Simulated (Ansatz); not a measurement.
Orbital-resolved density of states of TiGa$_{3}$

```yaml
crystal:
  lattice:
    - [-1.89450, 1.89450, 4.36700]
    - [1.89450, -1.89450, 4.36700]
    - [1.89450, 1.89450, -4.36700]
  atoms:
    - { symbol: Ti, position: [0.00000, 0.00000, 0.00000] }
    - { symbol: Ga, position: [0.50000, 0.50000, 0.00000] }
    - { symbol: Ga, position: [0.75000, 0.25000, 0.50000] }
    - { symbol: Ga, position: [0.25000, 0.75000, 0.50000] }
```

Atom numbers follow the list: Ti1, Ga2, Ga3, Ga4.

The geometry is COD entry 1522707, unchecked; take it as a test cell.

Spin polarisation is left out, and whether a magnetic state lies lower isn't shown here.

Method: DFT, PBEsol, all-electron LAPW, scalar-relativistic in Ansatz 0.2.0.

The runs use a Γ-centred 14×14×14 k mesh, Fermi–Dirac smearing of 0.05 eV, basis error target 0.5 meV/atom, no spin polarisation.

States per eV for one atom of each kind, in 0.4 eV bins named by their centres, from the Fermi level, projected on a minimal set of Löwdin-orthogonalised atomic shells; orbitals are real harmonics on the Cartesian axes, equal curves share a column, and empty bins are left out, as is all above 2.9 eV, near the top of the computed bands.

Ti1 3d:

```
# E all dz2 dxz=dyz dx2-y2 dxy
-9.5 0.01 0.00 0.00 0.00 0.00
-9.1 0.01 0.00 0.00 0.00 0.00
-8.7 0.02 0.00 0.00 0.00 0.01
-8.3 0.02 0.00 0.00 0.00 0.01
-7.9 0.03 0.01 0.00 0.00 0.01
-7.5 0.06 0.01 0.01 0.00 0.02
-7.1 0.07 0.01 0.01 0.00 0.03
-6.7 0.06 0.01 0.02 0.00 0.02
-6.3 0.06 0.01 0.02 0.00 0.01
-5.9 0.07 0.01 0.02 0.01 0.01
-5.5 0.11 0.01 0.02 0.02 0.02
-5.1 0.12 0.01 0.02 0.03 0.03
-4.7 0.13 0.02 0.02 0.03 0.04
-4.3 0.13 0.03 0.02 0.03 0.04
-3.9 0.11 0.04 0.01 0.03 0.02
-3.5 0.13 0.03 0.02 0.03 0.02
-3.1 0.24 0.03 0.04 0.06 0.06
-2.7 0.29 0.04 0.05 0.08 0.07
-2.3 0.33 0.06 0.05 0.09 0.09
-1.9 0.53 0.10 0.08 0.11 0.15
-1.5 0.84 0.13 0.13 0.15 0.29
-1.1 1.40 0.21 0.30 0.19 0.39
-0.7 1.28 0.36 0.26 0.19 0.19
-0.3 1.41 0.46 0.29 0.12 0.25
0.1 0.97 0.17 0.28 0.02 0.22
0.5 0.89 0.03 0.32 0.01 0.21
0.9 0.74 0.10 0.19 0.16 0.10
1.3 2.12 0.68 0.13 0.83 0.35
1.7 3.41 0.75 0.26 1.86 0.29
2.1 1.82 0.13 0.62 0.20 0.24
2.5 1.82 0.21 0.59 0.08 0.35
```

Ga2 4p:

```
# E all pz px=py
-11.1 0.01 0.00 0.00
-10.7 0.03 0.02 0.01
-10.3 0.05 0.03 0.01
-9.9 0.08 0.05 0.01
-9.5 0.10 0.06 0.02
-9.1 0.09 0.05 0.02
-8.7 0.08 0.04 0.02
-8.3 0.07 0.04 0.02
-7.9 0.07 0.03 0.02
-7.5 0.11 0.06 0.03
-7.1 0.10 0.06 0.02
-6.7 0.09 0.06 0.02
-6.3 0.09 0.06 0.02
-5.9 0.15 0.05 0.05
-5.5 0.24 0.04 0.10
-5.1 0.20 0.04 0.08
-4.7 0.16 0.03 0.06
-4.3 0.12 0.03 0.05
-3.9 0.11 0.03 0.04
-3.5 0.20 0.04 0.08
-3.1 0.41 0.09 0.16
-2.7 0.37 0.07 0.15
-2.3 0.33 0.05 0.14
-1.9 0.39 0.05 0.17
-1.5 0.44 0.05 0.19
-1.1 0.39 0.06 0.17
-0.7 0.19 0.05 0.07
-0.3 0.16 0.04 0.06
0.1 0.08 0.01 0.04
0.5 0.05 0.00 0.02
0.9 0.06 0.01 0.03
1.3 0.33 0.12 0.11
1.7 0.27 0.08 0.10
2.1 0.46 0.29 0.09
2.5 0.37 0.18 0.10
```

Ga3 4p:

```
# E all pz px=py
-11.1 0.01 0.00 0.00
-10.7 0.03 0.01 0.01
-10.3 0.05 0.01 0.02
-9.9 0.07 0.01 0.03
-9.5 0.08 0.01 0.04
-9.1 0.10 0.01 0.04
-8.7 0.12 0.01 0.05
-8.3 0.13 0.03 0.05
-7.9 0.12 0.04 0.04
-7.5 0.18 0.06 0.06
-7.1 0.17 0.05 0.06
-6.7 0.13 0.04 0.05
-6.3 0.11 0.03 0.04
-5.9 0.12 0.05 0.04
-5.5 0.14 0.06 0.04
-5.1 0.14 0.06 0.04
-4.7 0.13 0.06 0.03
-4.3 0.14 0.07 0.04
-3.9 0.15 0.04 0.06
-3.5 0.20 0.06 0.07
-3.1 0.29 0.14 0.08
-2.7 0.28 0.14 0.07
-2.3 0.31 0.13 0.09
-1.9 0.41 0.16 0.12
-1.5 0.47 0.17 0.15
-1.1 0.55 0.22 0.17
-0.7 0.34 0.14 0.10
-0.3 0.24 0.08 0.08
0.1 0.13 0.03 0.05
0.5 0.07 0.00 0.03
0.9 0.04 0.01 0.02
1.3 0.20 0.02 0.09
1.7 0.20 0.03 0.08
2.1 0.20 0.04 0.08
2.5 0.17 0.04 0.06
```

Ti1 4s:

```
# E all
-11.1 0.04
-10.7 0.06
-10.3 0.05
-9.9 0.05
-9.5 0.04
-9.1 0.03
-8.7 0.02
-8.3 0.02
-7.9 0.02
-7.5 0.03
-7.1 0.02
-6.7 0.01
-6.3 0.01
-5.9 0.03
-5.5 0.03
-5.1 0.03
-4.7 0.02
-4.3 0.02
-3.9 0.02
-3.5 0.03
-3.1 0.04
-2.7 0.03
-2.3 0.02
-1.9 0.02
-1.5 0.02
-1.1 0.01
-0.7 0.01
-0.3 0.01
1.3 0.06
1.7 0.06
2.1 0.07
2.5 0.10
```

Ga2 4s:

```
# E all
-11.1 0.03
-10.7 0.05
-10.3 0.06
-9.9 0.06
-9.5 0.07
-9.1 0.08
-8.7 0.10
-8.3 0.13
-7.9 0.14
-7.5 0.20
-7.1 0.20
-6.7 0.13
-6.3 0.10
-5.9 0.10
-5.5 0.13
-5.1 0.15
-4.7 0.17
-4.3 0.21
-3.9 0.14
-3.5 0.07
-3.1 0.05
-2.7 0.08
-2.3 0.09
-1.9 0.11
-1.5 0.09
-1.1 0.09
-0.7 0.07
-0.3 0.04
0.1 0.03
0.5 0.01
1.3 0.05
1.7 0.06
2.1 0.12
2.5 0.16
```

Ga3 4s:

```
# E all
-11.1 0.03
-10.7 0.06
-10.3 0.07
-9.9 0.10
-9.5 0.11
-9.1 0.11
-8.7 0.11
-8.3 0.10
-7.9 0.08
-7.5 0.11
-7.1 0.11
-6.7 0.10
-6.3 0.10
-5.9 0.13
-5.5 0.20
-5.1 0.18
-4.7 0.14
-4.3 0.13
-3.9 0.09
-3.5 0.07
-3.1 0.07
-2.7 0.07
-2.3 0.07
-1.9 0.06
-1.5 0.04
-1.1 0.04
-0.7 0.03
-0.3 0.02
0.1 0.01
0.5 0.01
0.9 0.02
1.3 0.18
1.7 0.13
2.1 0.23
2.5 0.30
```
